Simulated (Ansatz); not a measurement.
**Ta (Fm-3m), zone-centre modes**

Level of theory: DFT r2SCAN, scalar-relativistic, plane waves, PAW in Ansatz. Cutoff 500 eV, Γ-centred 16×16×12 k-points, Gaussian smearing of 0.15 eV. Spin–orbit coupling is left out, which can shift energies with elements as heavy as these. No spin polarisation.

Reference structure (as given, not relaxed at this level; this fcc form isn't the usual structure):

```yaml
crystal:
  lattice:
    - [0.00000, -2.11000, -2.11000]
    - [0.00000, 2.11000, -2.11000]
    - [4.22000, 0.00000, 0.00000]
  atoms:
    - { symbol: Ta, position: [0.50000, 0.50000, 0.50000] }
    - { symbol: Ta, position: [0.00000, 0.00000, 0.00000] }
```

Harmonic modes by finite displacements of 0.02 Å, without the LO–TO term. The cell doubles the primitive one, so its zone centre also holds the primitive cell's point q = (0, 1/2, 1/2).

(1) At this geometry, is the structure stable against these modes?

(2) List the wavenumbers in cm⁻¹.

Results:

(1) Yes: no mode is imaginary beyond 10 cm⁻¹, and only the three translations lie near zero.

(2) 0, 0, 0, 118, 118, 160.

Cost: 1 run of about 4 core-minutes, on Intel Xeon Processor @ 2.50GHz (Skylake/Cascade Lake) (shared hosts).